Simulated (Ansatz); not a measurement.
Zr$_{5}$GaSn$_{3}$ in space group P6_3/mcm (No. 193; Zr on 6g, Zr on 4d, Ga on 2b, Sn on 6g), PBE in the plane-wave PAW code Ansatz, all energies at zero smearing, with the estimated change up to a 700 eV cutoff added, with one set of potentials and settings (totals compare only within such a set). Cell of 18 atoms (10 Zr, 2 Ga, 6 Sn): -85561.553 eV.

```tsv
element	reference phase	E (eV/atom)
Zr	P6_3/mmc, 2 atoms in the cell	-4183.8362
Ga	Cmce, 4 atoms in the cell	-3783.0209
Sn	Fd-3m, 2 atoms in the cell	-6024.2128
```

Formation energy per atom, worked out: (-85561.553 − 10×(-4183.8362) − 2×(-3783.0209) − 6×(-6024.2128))/18 = -0.660 eV/atom (-64 kJ per mol of atoms), at 0 K, without zero-point energy or fitted corrections.

The first step of the workflow began from a Materials Project structure, measured or hypothetical; the Crystallography Open Database files this formula in space group No. 193, but the cells were not matched. Its standing as an ambient phase is unchecked. The PBE relaxation kept the symmetry of its start; its stability against distortions is not shown here. The run is not spin-polarised. The references are the lowest solids computed at this level, not always the standard phases. Scalar-relativistic: spin–orbit coupling is off unless named, which matters more the heavier the elements.

Potentials: the later of the program's two PAW sets.
